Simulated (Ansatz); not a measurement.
Sr$_{2}$GaSbO$_{6}$:
```
CELL_PARAMETERS angstrom
      0.00000     3.93611     3.93611
      3.93611     0.00000     3.93611
      3.93611     3.93611     0.00000
ATOMIC_POSITIONS crystal
  Sr 0.25000 0.25000 0.25000
  Sr 0.75000 0.75000 0.75000
  Ga 0.00000 0.00000 0.00000
  Sb 0.50000 0.50000 0.50000
  O  0.75048 0.24952 0.75048
  O  0.24952 0.75048 0.24952
  O  0.75048 0.24952 0.24952
  O  0.24952 0.75048 0.75048
  O  0.75048 0.75048 0.24952
  O  0.24952 0.24952 0.75048
```

Relaxed with PBEsol. Special points in fractions of this cell's reciprocal vectors: Γ (0.000, 0.000, 0.000); X (0.500, 0.000, 0.500); U (0.625, 0.250, 0.625); K (0.375, 0.375, 0.750); L (0.500, 0.500, 0.500); W (0.500, 0.250, 0.750).

Q: List the band energies nearest the valence-band maximum at these points for plane-wave PAW PBEsol (Ansatz code).

A: In eV from the valence-band maximum; about four levels below and three above (degenerate sets whole), none deeper than 8.9 eV; points with the same levels are listed once.

| k | below | above |
|---|---|---|
| Γ | -0.83 -0.83 -0.83 0.00 0.00 0.00 | 1.12 5.34 5.34 |
| X | -1.30 -1.30 -1.05 -0.08 | 5.05 7.24 7.28 |
| U | -1.17 -1.13 -1.02 -0.30 | 5.14 6.74 7.49 |
| L | -0.70 -0.63 -0.63 -0.58 | 4.22 5.35 7.14 7.14 |
| W | -1.22 -1.17 -0.61 -0.61 | 5.26 6.83 7.61 7.61 |

Space group Fm-3m. The workflow started from a Materials Project entry (that database holds measured and hypothetical structures alike); the Crystallography Open Database copy checked does not list it. Its standing as an ambient phase is unchecked. The PBEsol relaxation kept the symmetry of its start; whether a distortion lowers the energy is not shown. Scalar-relativistic: spin–orbit coupling is off unless named, which matters more the heavier the elements.

Potentials: the later of the program's two PAW sets.
